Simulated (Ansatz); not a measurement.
# Si₂MoAu₂, a known structure type with other elements, at an estimated volume

```yaml
crystal:
  lattice:
    - [0.00000, 4.12063, 0.00000]
    - [4.12063, 0.00000, 0.00000]
    - [2.06032, 2.06032, -4.78626]
  atoms:
    - { symbol: Au, position: [0.75000, 0.25000, 0.50000] }
    - { symbol: Au, position: [0.25000, 0.75000, 0.50000] }
    - { symbol: Mo, position: [0.00000, 0.00000, 0.00000] }
    - { symbol: Si, position: [0.39000, 0.39000, 0.22000] }
    - { symbol: Si, position: [0.61000, 0.61000, 0.78000] }
```

Method: PBE, no spin polarisation; PAW, plane waves to 420 eV, 9×9×9 Γ-centred mesh, fermi-dirac occupations (width 0.1 eV) (Ansatz 0.2.0), atoms fixed.

Stress: The pressure is 6.9 GPa (compression positive), so with the atoms held at these fractions the cell would first expand. The principal stresses 3.8, 3.8, 13.3 GPa differ, so its shape would change too.
Charges: Bader charges in e: Si +1.03, Mo +0.70, Au -0.93. In the mean Si gives up most and Au takes most. There is one density maximum away from the nuclei.
Electronic structure: It is a metal, with about 5.3 states/eV a cell as the mean within 0.25 eV of the Fermi level, mostly Mo d (78 %).
Formation energy: 0.56 eV an atom against the elements' usual phases (free molecules for gases, crystals otherwise, with no correction for O₂ or N₂), so at this geometry it isn't bound against them. Relaxing would lower it.
Forces: The largest is on Si4 (and as large on other atoms): 0.68 eV/Å, components (0.00, 0.00, -0.68). It makes 180° with the line to a nearest neighbour, Si5 at 2.11 Å, pointing away from it.

Origin: a known structure type with other elements, at an estimated volume, so it need not be a known compound.
